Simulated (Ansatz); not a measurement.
TiO2 (rutile), relaxed with r2SCAN in Ansatz. It is tetragonal, P4_2/mnm (No. 136); conventional cell a = 4.597 Å, c = 2.953 Å, 10.40 Å³ an atom. Ti has 6 O at 1.95–1.98 Å and 2 Ti at 2.95 Å; O has 3 Ti at 1.95–1.98 Å.

The axes x, y and z are those of this cell:
```yaml
crystal:
  lattice:
    - [4.59685, 0.00000, 0.00000]
    - [0.00000, 4.59685, 0.00000]
    - [0.00000, 0.00000, 2.95349]
  atoms:
    - { symbol: Ti, position: [0.00000, 0.00000, 0.00000] }
    - { symbol: Ti, position: [0.50000, 0.50000, 0.50000] }
    - { symbol: O, position: [0.30464, 0.30464, 0.00000] }
    - { symbol: O, position: [0.19536, 0.80464, 0.50000] }
    - { symbol: O, position: [0.80464, 0.19536, 0.50000] }
    - { symbol: O, position: [0.69536, 0.69536, 0.00000] }
```

Unstrained: The PBE gap is direct at Γ: 1.888 eV. A second conduction valley, at M, lies only 38 meV higher, so their order isn't settled. With r2SCAN the gap is 2.221 eV and direct, at Γ. A second conduction valley, at M, lies only 40 meV higher, so their order isn't settled. HSE06 gives a direct gap of 3.384 eV at Γ. A second conduction valley, at M, lies only 23 meV higher, so their order isn't settled. Meshes: PBE 6×6×8, r2SCAN 6×6×8, HSE06 4×4×6. Strains are changes of length per length. After each strain the atoms were relaxed again with r2SCAN within the symmetry that the strain leaves, so tilts or polar shifts that break it weren't tested; points keep the names that they have in the unstrained zone. (Simulation; spin polarisation is off.)

(1) Apply isotropic +4.0 % on every length. How far does the gap move, against the unstrained cell?

(2) Apply isotropic -2.0 % on every length. How far does the gap move, against the unstrained cell?

(3) Estimate what isotropic -4.0 % on every length does to the gap.

(4) Apply isotropic +1.0 % on every length. How far does the gap move, against the unstrained cell?

(5) Estimate what isotropic +2.0 % on every length does to the gap.

(6) Apply isotropic +3.0 % on every length. How far does the gap move, against the unstrained cell?

(7) Estimate what isotropic -1.0 % on every length does to the gap.

(8) Apply isotropic -3.0 % on every length. How far does the gap move, against the unstrained cell?

(9) Order the strained cells by their HSE06 gap, smallest first.
A. isotropic -4.0 % on every length
B. isotropic +2.0 % on every length
C. isotropic -1.0 % on every length
D. isotropic +1.0 % on every length
E. isotropic -3.0 % on every length
F. isotropic -2.0 % on every length
G. isotropic +4.0 % on every length
H. isotropic +3.0 % on every length

Results:

(1) PBE: the gap goes from 1.888 to 1.790 eV (-0.098 eV); the edges move from Γ to Γ → R; least and direct gap lie within 0.04 eV, so its kind isn't settled. r2SCAN: the gap goes from 2.221 to 2.093 eV (-0.128 eV); the edges move from Γ to Γ → R; least and direct gap lie within 0.04 eV, so its kind isn't settled. HSE06: the gap goes from 3.384 to 3.214 eV (-0.170 eV); the edges move from Γ to Γ → R; least and direct gap lie within 0.04 eV, so its kind isn't settled. The r2SCAN energy rises by 96.9 meV an atom.

(2) PBE: the gap goes from 1.888 to 1.959 eV (+0.071 eV). r2SCAN: the gap goes from 2.221 to 2.307 eV (+0.086 eV). HSE06: the gap goes from 3.384 to 3.489 eV (+0.105 eV). The r2SCAN energy rises by 30.1 meV an atom.

(3) PBE: the gap goes from 1.888 to 2.046 eV (+0.158 eV). r2SCAN: the gap goes from 2.221 to 2.409 eV (+0.188 eV). HSE06: the gap goes from 3.384 to 3.607 eV (+0.223 eV). The r2SCAN energy rises by 129.2 meV an atom.

(4) PBE: the gap goes from 1.888 to 1.857 eV (-0.031 eV). r2SCAN: the gap goes from 2.221 to 2.183 eV (-0.038 eV). HSE06: the gap goes from 3.384 to 3.336 eV (-0.048 eV). The r2SCAN energy rises by 6.7 meV an atom.

(5) PBE: the gap goes from 1.888 to 1.836 eV (-0.052 eV). r2SCAN: the gap goes from 2.221 to 2.154 eV (-0.067 eV). HSE06: the gap goes from 3.384 to 3.296 eV (-0.088 eV). The r2SCAN energy rises by 26.0 meV an atom.

(6) PBE: the gap goes from 1.888 to 1.815 eV (-0.073 eV). r2SCAN: the gap goes from 2.221 to 2.126 eV (-0.095 eV). HSE06: the gap goes from 3.384 to 3.257 eV (-0.127 eV). The r2SCAN energy rises by 56.5 meV an atom.

(7) PBE: the gap goes from 1.888 to 1.920 eV (+0.032 eV). r2SCAN: the gap goes from 2.221 to 2.262 eV (+0.041 eV). HSE06: the gap goes from 3.384 to 3.434 eV (+0.050 eV). The r2SCAN energy rises by 7.3 meV an atom.

(8) PBE: the gap goes from 1.888 to 2.001 eV (+0.113 eV). r2SCAN: the gap goes from 2.221 to 2.357 eV (+0.136 eV). HSE06: the gap goes from 3.384 to 3.547 eV (+0.163 eV). The r2SCAN energy rises by 70.2 meV an atom.

(9) G (3.21 eV), H (3.26 eV), B (3.30 eV), D (3.34 eV), C (3.43 eV), F (3.49 eV), E (3.55 eV), A (3.61 eV).

The meshes of the hybrids are coarse, so their gaps aren't converged to the digits shown.
